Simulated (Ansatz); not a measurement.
**SiMo$_{3}$: reading a single point**

```
CELL_PARAMETERS angstrom
4.90976 0.00000 0.00000
0.00000 4.90976 0.00000
0.00000 0.00000 4.90976
ATOMIC_POSITIONS crystal
Mo 0.25000 0.00000 0.50000
Mo 0.50000 0.75000 0.00000
Mo 0.75000 0.00000 0.50000
Mo 0.50000 0.25000 0.00000
Mo 0.00000 0.50000 0.75000
Mo 0.00000 0.50000 0.25000
Si 0.00000 0.00000 0.00000
Si 0.50000 0.50000 0.50000
```

Method: r2SCAN, collinear spin; PAW, plane waves to 500 eV, 5×5×5 Γ-centred mesh, fermi-dirac occupations (width 0.1 eV) (Ansatz 0.2.0), atoms fixed.

The state carries no moments; the state need not be the lowest.

Task: Is the cell too large or too small?

Result: The pressure is -4.4 GPa (compression positive), so with the atoms held at these fractions the cell would first shrink.

Task: Describe some of the short contacts.

Result: Mo–Mo at 2.45 Å: least valence density 0.62 e/Å³ and ELF 0.31 there. These are pseudo-fields; inside the PAW spheres they differ from the all-electron ones.

Task: What happens at the Fermi level?

Result: It is a metal, with about 3.7 states/eV a cell as the mean within 0.25 eV of the Fermi level, mostly Mo d (87 %).

Task: What is the formation energy?

Result: -0.33 eV an atom against the elements' usual phases (free molecules for gases, crystals otherwise, with no correction for O₂ or N₂), so it is bound against them; other compounds may still compete. Relaxing would lower it.

Task: Give the Bader charges.

Result: Bader charges in e: Si -0.63, Mo +0.21. In the mean Mo gives up most and Si takes most, against the order of Pauling's electronegativities.

Origin: a database entry at a rescaled volume. Caveats: the input typed no starting moments.
